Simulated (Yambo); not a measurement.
RPA spectrum of KBH₄ (space group P2_1/m, No. 11, within 0.06 Å of P4_2/nmc) on LDA bands in Yambo (4×4×2 mesh, 99 bands, 3 Ry local-field block, 0.2 eV broadening; field along x). CGrdSpXd merges neighbouring transition energies to save time; the report line [X-CG] gives the poles kept by one of the 4 MPI tasks, and where the merging fails may depend on that split. Axes are Cartesian, with cell vectors (Å) (4.66, 0.00, 0.00), (0.00, 4.68, 0.00), (-0.01, 0.00, 6.55).

```csv
CGrdSpXd asked (%),share reached (%),poles used (one task),static ε,largest change of Im ε (% of its maximum),rough time
100,100,3321,2.34,0.0,1
70,69,2324,2.34,0.1,within a factor of two
30,29,988,2.34,0.6,within a factor of two
15,5,190,2.38,48,about 1/3
5,1,56,2.38,48,about 1/3
```

All runs end normally. In the runs at 15 %, 5 % few poles are left or the spectrum changes by over a quarter of its peak, and no warning says so. Times are rough ratios from shared machines. The k mesh wasn't tested; the rows compare only with each other.

Geometry of the Materials Project entry, not relaxed at this level; primitive cell a = 4.663 Å, b = 4.678 Å, c = 6.549 Å, α = γ = 90.00°, β = 90.07°.

The structure is a Materials Project entry; no match was found in the copy of COD used, and its stability was not checked.
